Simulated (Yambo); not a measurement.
Ca2H3Br (space group P-3m1, No. 164), G0W0@PBEsol in Yambo with this input:

```
rim_cut
gw0
dyson
el_el_corr
HF_and_locXC
ppa
em1d
RandQpts= 1000000
RandGvec= 1 Ry
EXXRLvcs= 72 Ry
VXCRLvcs= 288 Ry
Chimod= "HARTREE"
% BndsRnXp
 3 | 165 |
%
NGsBlkXp= 8 Ry
% LongDrXp
 1.0 | 1.0 | 1.0 |
%
PPAPntXp= 27.2114 eV
% GbndRnge
 1 | 165 |
%
GTermKind= "BG"
DysSolver= "n"
ExtendOut
```

On a 3×3×2 mesh, with wavefunctions cut at 72 Ry, the gap (A → (0, 0.333, -0.5)) is 3.390 eV and the valence edge shifts by -0.963 eV.

Task: What happens with this change: no random integration?

Result: The gap falls by 0.047 eV, to 3.343 eV; the shift of the valence edge becomes -0.773 eV. Neither run is shown to be the converged limit. In the run with 165 bands and a 8 Ry block, which covers more k points, the smallest G0W0 gap is 3.31 eV, A → A. The mesh misses a band edge: along a dense path the PBEsol gap is 1.38 eV against 1.54 eV on the mesh.

Spin-orbit coupling is not included.

Geometry of the Materials Project entry, not relaxed at this level; primitive cell a = b = 3.9029 Å, c = 6.8535 Å, α = β = 90.00°, γ = 120.00°.

The structure is a Materials Project entry; no match was found in the copy of COD used, and its stability was not checked.

A shift is the quasiparticle energy of the state minus its PBEsol energy.
